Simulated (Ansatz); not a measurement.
## TePb3Se2 (P-3m1) at 3 levels of theory

One geometry, relaxed with PBE; plane waves with PAW potentials in Ansatz, scalar-relativistic unless the row names spin-orbit coupling. No spin polarisation but for the spin–orbit row. Gaps are the least over mesh and band path; pressure is positive in compression.

```xyz
6
Lattice="4.4779 0.0000 0.0000 -2.2389 3.8779 0.0000 0.0000 0.0000 10.9714" Properties=species:S:1:pos:R:3 pbc="T T T"
Te    0.0000    0.0000    5.4857
Pb    0.0000    2.5853    7.4695
Pb    2.2389    1.2926    3.5018
Pb    0.0000    0.0000    0.0000
Se    0.0000    2.5853    1.7584
Se    2.2389    1.2926    9.2129
```

```tsv
level	cutoff (eV)	k mesh	gap (eV)	pressure (GPa)
PBE	420	12×12×4	0.57	0.0
```

Q: What comes out on the same cell with PBE with spin-orbit coupling, LDA?

A:
```tsv
level	cutoff (eV)	k mesh	gap (eV)	pressure (GPa)
PBE with spin-orbit coupling	420	12×12×4	0	-0.2
LDA	420	12×12×4	0.47	-3.9
```

Spin-orbit coupling matters for the bands of heavy elements and enters only rows that name it. The smearing is narrow for a metal on this mesh.

The structure comes from a generated guess; another structure or a mixture of phases may lie lower.
